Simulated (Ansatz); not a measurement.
CsGeBr₃:
Space group Pm-3m (No. 221); a = b = c = 5.533 Å, α = β = γ = 90.00°

```tsv
atom	site	symmetry	x	y	z
Cs	1a	m-3m	0.0000	0.0000	0.0000
Ge	1b	m-3m	0.5000	0.5000	0.5000
Br	3c	4/mm.m	0.0000	0.5000	0.5000
```

Relaxed with r²SCAN. Plane-wave PAW r²SCAN (Ansatz code) gives a gap of 0.69 eV.

**Question.** What gap does HSE06 give on the same cell (Ansatz, PAW)?

**Answer.** 0.96 eV, 0.27 eV more. The hybrid was solved on a coarser mesh and at special points; the gap given is the minimum over both.

```json
[
 {"k": "Γ", "v1 r²SCAN": "-2.61", "c1 r²SCAN": "3.52", "v1 HSE06": "?", "c1 HSE06": "?"},
 {"k": "R", "v1 r²SCAN": "0.00", "c1 r²SCAN": "0.69", "v1 HSE06": "0.00", "c1 HSE06": "0.96"},
 {"k": "M", "v1 r²SCAN": "-0.96", "c1 r²SCAN": "1.20", "v1 HSE06": "?", "c1 HSE06": "?"},
 {"k": "X", "v1 r²SCAN": "-1.94", "c1 r²SCAN": "1.60", "v1 HSE06": "?", "c1 HSE06": "?"}
]
```

**Question.** Top valence (v1) and lowest conduction level (c1) in eV from each method's valence maximum (which need not be a listed point): supply the withheld HSE06 values.

**Answer.** 
- Γ, v1 HSE06: -2.98
- Γ, c1 HSE06: 3.63
- X, v1 HSE06: -2.09
- X, c1 HSE06: 1.95
- M, v1 HSE06: -1.03
- M, c1 HSE06: 1.51

Cost on shared cores: the r²SCAN run (SCF on a 5×5×5 mesh, then bands and DOS) very roughly 90 core-seconds, the HSE06 run (SCF on 3×3×3, then a few points) roughly 110 core-seconds; the tasks are unlike.

The workflow started from a Materials Project entry (that database holds measured and hypothetical structures alike); the Crystallography Open Database copy checked does not list it. Whether it is the stable phase at ambient conditions was not checked. Symmetry was held in the r²SCAN relaxation; its stability against distortions is not shown here. Scalar-relativistic: spin–orbit coupling is off unless named, which matters more the heavier the elements.

Potentials: the later of the program's two PAW sets.
